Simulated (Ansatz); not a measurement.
# Data sheet: PtC (DFT)

PtC (zinc blende, F-43m), a = b = c = 4.6960 Å, α = β = γ = 90.00°; the cell used has 2 atoms.

Space group F-43m (No. 216), zinc blende; conventional cell a = 4.696 Å, b = 4.696 Å, c = 4.696 Å, α = 90.00°, β = 90.00°, γ = 90.00°.

Method: plane-wave PAW r²SCAN (Ansatz code). The cell and atoms are relaxed at this level. Other levels are named where they apply.

**Cell and energy**

```yaml
volume_per_atom: 12.94 Å³
density: 13.28 g/cm³
Formation energy from the elements (no fitted shifts): 0.89 eV/atom
```

**Electronic structure**

```yaml
electronic_character: metallic (no gap)
Density of states at the Fermi level: 0.40 states/eV per atom (mean over ±0.08 eV)
Gap with spin–orbit coupling: none (metallic)
```

**Mechanics**

```yaml
Bulk modulus (Birch–Murnaghan fit): 233 GPa
Pressure derivative B′: 4.7
Elastic constants (relaxed ions, GPa): C11 = 264, C12 = 219, C44 = 45.4
mechanical_stability: stable (all eigenvalues of C positive)
hill_bulk_and_shear_moduli: 234 and 34.4 GPa
Young's modulus: 98.4 GPa
Poisson's ratio: 0.43
debye_temperature_from_the_elastic_constants: 232 K
```

The start of the workflow was typed in or built on a structure type; neither database checked (COD, Materials Project) lists it. Its standing as an ambient phase is unchecked. The r²SCAN relaxation kept the symmetry of its start; whether a distortion lowers the energy is not shown. The run is not spin-polarised. Its formation energy is positive at this level, so the cell may be metastable or incomplete. As this level gives no gap, shear constants depend on the k-mesh and smearing (Fermi–Dirac, 0.1 eV here). The references are the lowest solids computed at this level, not always the standard phases. Spin–orbit coupling is left out wherever it is not named.

Potentials: the later of the program's two PAW sets.
